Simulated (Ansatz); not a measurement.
C:
```
C
1.0
    0.00000     1.78014     1.78014
    1.78014     0.00000     1.78014
    1.78014     1.78014     0.00000
C
2
Cartesian
  1.78014   1.78014   1.78014
  2.67022   2.67022   2.67022
```

Relaxed with r²SCAN. Special points in fractions of this cell's reciprocal vectors: Γ (0.000, 0.000, 0.000); X (0.500, 0.000, 0.500); U (0.625, 0.250, 0.625); K (0.375, 0.375, 0.750); L (0.500, 0.500, 0.500); W (0.500, 0.250, 0.750).

Problem. List the band energies nearest the valence-band maximum at these points for plane-wave PAW r²SCAN (Ansatz code).

Solution. In eV from the valence-band maximum; about four levels below and three above (degenerate sets whole), none deeper than 8.9 eV; … stands for higher levels left out; points with the same levels are listed once.

```csv
k,below,above
Γ,0.00 0.00 0.00,…
X,-6.68 -6.68,5.03 5.03 …
U,-5.70,6.00 11.36 …
L,-2.99 -2.99,8.94 8.94 …
W,-8.75 -8.75,11.29 11.29 …
```

Space group Fd-3m (diamond). The r²SCAN relaxation kept the symmetry of its start.

Potentials: the earlier of the program's two PAW sets.
